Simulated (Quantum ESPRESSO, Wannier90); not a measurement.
# MgO (rock salt), plane waves to Wannier functions

```xyz
2
Lattice="0.0000 2.0970 2.0970 2.0970 0.0000 2.0970 2.0970 2.0970 0.0000" Properties=species:S:1:pos:R:3 pbc="T T T"
Mg     0.0000     0.0000     0.0000
O      2.0970     2.0970     2.0970
```

Materials Project entry mp-1265; symmetrised, unrelaxed at this level. COD (Crystallography Open Database) has an entry of this formula and space group (matched by these alone). Computed values, not measurements, from LDA: Quantum ESPRESSO (norm-conserving PseudoDojo potentials, cutoff 68 Ry, no spin polarisation, no spin-orbit coupling) on a Γ-centred 12×12×12 mesh, then Wannier90. Density: 12×12×12 mesh, cold smearing 0.01 Ry.

Bands 5-8 form an isolated set from -17.01 to 0.00 eV relative to the valence-band maximum (on the path) and are turned into 4 Wannier functions by minimising the spread from the start: sp3 on O.

Task: Where do the functions sit, how wide are they and what are they made of?

Result: 
```csv
functions,spread (Å²),"nearest atom, distance (Å)","second atom, distance (Å)",weight on atomic waves
4,0.70,O 0.35,Mg 1.92,"O 2p 69 %, O 2s 23 %, Mg 3s 6 %"
```

Ω_I = 2.31 Å², Ω_total = 2.81 Å²; the interpolated bands follow pw.x to 0.4 meV rms on the path. It is the lowest total spread that any start reached here.
